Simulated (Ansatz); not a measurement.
Relaxed-ion elastic tensor of Ti$_{3}$Al in space group P-6m2 (No. 187; Ti on 1e, Ti on 2h, Al on 1f) in GPa (Voigt order), DFT-LDA in the program Ansatz with PAW potentials; density 4.42 g/cm³, 16.04 Å³ per atom.

|  | 1 | 2 | 3 | 4 | 5 | 6 |
|---|---|---|---|---|---|---|
| 1 | 158 | 114 | 76.0 | 0.0 | 0.0 | 0.0 |
| 2 | 114 | 158 | 76.0 | 0.0 | 0.0 | 0.0 |
| 3 | 76.0 | 76.0 | 245 | 0.0 | 0.0 | 0.0 |
| 4 | 0.0 | 0.0 | 0.0 | 53.3 | 0.0 | 0.0 |
| 5 | 0.0 | 0.0 | 0.0 | 0.0 | 53.3 | 0.0 |
| 6 | 0.0 | 0.0 | 0.0 | 0.0 | 0.0 | 21.9 |

**Question.** Is the crystal mechanically stable?

**Answer.** Yes: the smallest eigenvalue of C is 21.9 GPa.

**Question.** Work out the Voigt, Reuss and Hill averages.

**Answer.** K_V = 122, K_R = 120, K_H = 121; G_V = 45.4, G_R = 35.2, G_H = 40.3 GPa.

**Question.** Give Young's modulus, Poisson's ratio, Pugh's ratio and the universal anisotropy index.

**Answer.** E = 9KG/(3K + G) = 109 GPa; ν = 0.35; K/G = 3.00 (ductile by the Pugh limit of 1.75); A_U = 5G_V/G_R + K_V/K_R − 6 = 1.45.

**Question.** Estimate the sound speeds and the Debye temperature.

**Answer.** v_l = √((K + 4G/3)/ρ) = 6290 m/s, v_t = √(G/ρ) = 3020 m/s, mean 3400 m/s; Θ = (h/k)(3n/4πV)^(1/3) v_m = 401 K.

**Question.** Solve the Christoffel equation for the three sound speeds along x, y, z.

**Answer.** Eigenvalues of C_ijkl n_j n_l equal ρv². In km/s, slowest first: x 2.23, 3.47, 5.98; y 2.23, 3.47, 5.98; z 3.47, 3.47, 7.45.

**Question.** How much does each axis shrink under pressure?

**Answer.** Linear compressibilities β_i = Σ_j S_ij (j = 1 to 3): x 3.1, y 3.1, z 2.2 per TPa.

The workflow started from a Materials Project entry (that database holds measured and hypothetical structures alike); the Crystallography Open Database copy checked does not list it. With Ti and Al taken as one species the cell has the higher symmetry P6_3/mmc, so it may be an ordered model of a mixed-site phase. It is not the phase usual at ambient conditions (space group No. 194). The LDA relaxation kept the symmetry of its start; whether a distortion lowers the energy is not shown. The run is not spin-polarised. As this level gives no gap, shear constants depend on the k-mesh and smearing (Fermi–Dirac, 0.1 eV here). On the denser mesh and wider smearing of the elastic run this cell carries a stress of 0.4 GPa.

Potentials: the later of the program's two PAW sets.
